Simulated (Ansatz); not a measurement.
Is this AlRu structure stable?

It was relaxed at this level from a cell as deposited in COD.

Level of theory: Ansatz 0.2.0, DFT PBE, scalar-relativistic, plane waves, PAW. The final run on the 2-atom cell used 420 eV, a Γ-centred 18×18×18 mesh, 0.10 eV smearing and no spin polarisation.

```cif
data_structure
_symmetry_space_group_name_H-M 'Pm-3m'
_symmetry_Int_Tables_number 221
_cell_length_a 3.0037
_cell_length_b 3.0037
_cell_length_c 3.0037
_cell_angle_alpha 90.000
_cell_angle_beta 90.000
_cell_angle_gamma 90.000
_cell_volume 27.10
loop_
_atom_site_label
_atom_site_type_symbol
_atom_site_symmetry_multiplicity
_atom_site_Wyckoff_symbol
_atom_site_fract_x
_atom_site_fract_y
_atom_site_fract_z
_atom_site_occupancy
Al1 Al 1 a 0.00000 0.00000 0.00000 1
Ru1 Ru 1 b 0.50000 0.50000 0.50000 1
```

Formation energies are uncorrected and refer to the elements' standard structures at the same level.

Problem. These tests were run: energy against the elements; phonons at Γ; elastic tensor. What do they show?

Solution.

```csv
test,result
energy against the elements,−0.64 eV/atom
phonons at Γ,lowest optical mode 306 cm⁻¹
elastic tensor,least eigenvalue 124 GPa
```

It fails none of these tests. Competing phases weren't compared here. Phonons away from Γ weren't computed.

The run for the phonons used a 20×20×20 k mesh and Fermi–Dirac smearing of 0.15 eV. The run for the elastic tensor used a 20×20×20 k mesh and Fermi–Dirac smearing of 0.15 eV.
